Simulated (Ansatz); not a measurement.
Consider the following.

Y$_{2}$Au:
```
Y2Au
1.0
    7.14709     0.00000     0.00000
    0.00000     4.97883     0.00000
    0.00000     0.00000     8.91693
Y Au
8 4
Direct
  0.14601   0.25000   0.08342
  0.85399   0.75000   0.91658
  0.35399   0.75000   0.58342
  0.64601   0.25000   0.41658
  0.48797   0.75000   0.17348
  0.51203   0.25000   0.82652
  0.01203   0.25000   0.67348
  0.98797   0.75000   0.32652
  0.74318   0.25000   0.09664
  0.25682   0.75000   0.90336
  0.75682   0.75000   0.59664
  0.24318   0.25000   0.40336
```

This is the r²SCAN-relaxed structure.

All from r²SCAN in the plane-wave PAW code Ansatz, unless another level is named. Predict the formation energy from the elements (no fitted shifts).

-0.74 eV/atom.

What about the density of states at the Fermi level?

0.80 states/eV per atom (mean over ±0.08 eV).

Space group Pnma. The workflow started from a Materials Project entry (that database holds measured and hypothetical structures alike); the Crystallography Open Database files this formula in space group No. 62, but the cells were not matched. Its standing as an ambient phase is unchecked. The r²SCAN relaxation kept the symmetry of its start; its stability against distortions is not shown here. The run is not spin-polarised. The references are the lowest solids computed at this level, not always the standard phases. Spin–orbit coupling is left out wherever it is not named.

Potentials: the later of the program's two PAW sets.
